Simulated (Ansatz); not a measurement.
**Computed properties of HfO2**

HfO$_{2}$:
```
CELL_PARAMETERS angstrom
      5.54068     0.00000     0.00000
      0.00000     3.31669     0.00000
      0.00000     0.00000     6.46826
ATOMIC_POSITIONS crystal
  Hf 0.75212 0.25000 0.10898
  Hf 0.24788 0.75000 0.89102
  Hf 0.74788 0.75000 0.60898
  Hf 0.25212 0.25000 0.39102
  O  0.97752 0.75000 0.34041
  O  0.02248 0.25000 0.65959
  O  0.52248 0.25000 0.84041
  O  0.47752 0.75000 0.15959
  O  0.86021 0.75000 0.92433
  O  0.13979 0.25000 0.07567
  O  0.63979 0.25000 0.42433
  O  0.36021 0.75000 0.57567
```

Space group Pnma (No. 62); conventional cell a = 5.5407 Å, b = 3.3167 Å, c = 6.4683 Å, α = 90.00°, β = 90.00°, γ = 90.00°.

Method: plane-wave PAW r²SCAN (Ansatz code). Geometry: relaxed at this level of theory. Other levels are named where they apply.

### Cell and energy

| Property | Value |
|---|---|
| Volume per atom | 9.91 Å³ |
| Density | 11.76 g/cm³ |
| Formation energy from the elements (no fitted shifts) | -3.66 eV/atom |

### Electronic structure

| Item | Result |
|---|---|
| Band gap | 3.98 eV (direct) |
| Valence-band maximum | at Γ |
| Conduction-band minimum | at Γ |
| Electron effective mass | 0.63, 0.73, 3.2 mₑ (principal values) |
| Electron effective mass with spin–orbit coupling | 0.63, 0.73, 3.1 mₑ (principal values) |
| Hole effective mass | 0.48, 1.4, 3.4 mₑ (principal values) |
| Hole effective mass with spin–orbit coupling | 0.61, 0.83, 2.3 mₑ (principal values) |
| HSE06 gap on the r²SCAN cell | 4.98 eV |
| Gap with spin–orbit coupling | 3.92 eV |

### Mechanics

| Quantity | Result |
|---|---|
| Bulk modulus (Birch–Murnaghan fit) | 228 GPa |
| Pressure derivative B′ | 8.0 |
| Elastic constants (relaxed ions, GPa) | C11 = 491, C22 = 361, C33 = 417, C12 = 168, C13 = 199, C23 = 146, C44 = 60.2, C55 = 93.1, C66 = 145 |
| Mechanical stability | stable (all eigenvalues of C positive) |
| Hill bulk and shear moduli | 251 and 105 GPa |
| Young's modulus | 276 GPa |
| Poisson's ratio | 0.32 |
| Debye temperature from the elastic constants | 463 K |

### Dielectric response

| Quantity | Value |
|---|---|
| Electronic dielectric constant ε∞ (DFPT) | 5.37 (xx), 5.24 (yy), 5.34 (zz) |
| Static dielectric constant ε0 (ions relaxed, cell fixed) | 26.8 (xx), 25.4 (yy), 26.7 (zz) |
| Born charges (a third of the trace) | Hf +5.04, O -2.54 to -2.50 e |

### Phonons

| Item | Result |
|---|---|
| Highest zone-centre frequency (without LO–TO term) | 706 cm⁻¹ |
| Zone-centre stability | no imaginary mode at Γ |

### Charges

| Property | Result |
|---|---|
| Bader charges | Hf +2.71, O -1.37 to -1.34 e |

The first step of the workflow began from a Materials Project structure, measured or hypothetical; the Crystallography Open Database copy checked does not list it. It is not the phase usual at ambient conditions (space group No. 14, 29). Symmetry was held in the r²SCAN relaxation. The run is not spin-polarised. The references are the lowest solids computed at this level, not always the standard phases (solids in place of the gases). Scalar-relativistic: spin–orbit coupling is off unless named, which matters more the heavier the elements.

Potentials: the later of the program's two PAW sets.
